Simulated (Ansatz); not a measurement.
The cell is an ordered 8-atom cell of Ga₄AsN₃ on the zincblende lattice (I-42m); cell and atoms were relaxed with r2SCAN. The symmetry is I-42m (No. 121, tetragonal); a = 4.819 Å, c = 9.438 Å in the conventional setting, 13.70 Å³ an atom. N is surrounded by 4 Ga at 2.02 Å; Ga is surrounded by 3 N at 1.97–2.02 Å and 1 As at 2.31 Å; N is surrounded by 4 Ga at 1.97 Å; As is surrounded by 4 Ga at 2.31 Å.

```cif
data_structure
_symmetry_space_group_name_H-M 'I-42m'
_symmetry_Int_Tables_number 121
_cell_length_a 4.8193
_cell_length_b 4.8193
_cell_length_c 9.4375
_cell_angle_alpha 90.000
_cell_angle_beta 90.000
_cell_angle_gamma 90.000
_cell_volume 219.19
loop_
_atom_site_label
_atom_site_type_symbol
_atom_site_symmetry_multiplicity
_atom_site_Wyckoff_symbol
_atom_site_fract_x
_atom_site_fract_y
_atom_site_fract_z
_atom_site_occupancy
N1 N 4 d 0.50000 0.00000 0.25000 1
Ga1 Ga 8 i 0.28137 0.71863 0.13717 1
N2 N 2 b 0.50000 0.50000 0.00000 1
As1 As 2 a 0.00000 0.00000 0.00000 1
```

The questions ask for values computed with Ansatz on this geometry. No magnetic order and no zero-point or thermal motion; the cell was built from a prototype and may be hypothetical.

Given (8×8×8 mesh): PBE gives a direct gap of 0.32 eV at Γ.

(1) Estimate the gap with PBE+SOC on 8×8×8.

(2) Estimate the gap with r2SCAN on 8×8×8.

(3) How does the gap change from PBE to HSE06 (4×4×4)?

(4) Roughly how does the cost of the PBE+SOC run (8×8×8) compare with r2SCAN's (8×8×8)?

(5) What do these levels agree on?

Answers

(1) PBE+SOC gives a direct gap of 0.28 eV at Γ. The gap differs by -0.04 eV from PBE's.

(2) The r2SCAN gap is direct at Γ: 0.68 eV. The gap differs by +0.36 eV from PBE's.

(3) The HSE06 gap is direct at Γ: 1.25 eV. The gap differs by +0.93 eV from PBE's.

(4) About 5 times as much (7 core-minutes against 100 core-seconds, on 4 threads of Arm Neoverse V1, on a shared host).

(5) r2SCAN covers 38 % of the step from PBE to HSE06, while HSE06 needs about 5 times r2SCAN's rough cost (on a coarser mesh). Spin-orbit coupling moves the least or the direct gap by up to 0.04 eV, so it can be left out where a tenth of an eV counts. All these functionals give a gap of the same kind, direct.

Only the levels marked +SOC include spin-orbit coupling.
